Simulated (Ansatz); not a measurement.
HfSiO4 in space group I4_1/amd (No. 141; Hf on 4a, Si on 4b, O on 16h), plane-wave PAW PBE (Ansatz code), all energies at zero smearing, with the estimated change up to a 700 eV cutoff added, with one set of potentials and settings (totals compare only within such a set). Cell of 12 atoms (2 Hf, 2 Si, 8 O): -37273.508 eV.

| element | reference phase | E (eV/atom) |
|---|---|---|
| Hf | P6_3/mmc, 2 atoms in the cell | -15722.2087 |
| Si | Fd-3m, 2 atoms in the cell | -635.8114 |
| O | C2/m, 4 atoms in the cell, spin-polarised | -565.0042 |

Formation energy per atom, worked out: (-37273.508 − 2×(-15722.2087) − 2×(-635.8114) − 8×(-565.0042))/12 = -3.119 eV/atom (-301 kJ per mol of atoms), at 0 K, without zero-point energy or fitted corrections.

Symmetry was held in the PBE relaxation. The run is not spin-polarised. The references are the lowest solids computed at this level, not always the standard phases (solids in place of the gases). Spin–orbit coupling is left out wherever it is not named.

Potentials: the earlier of the program's two PAW sets.
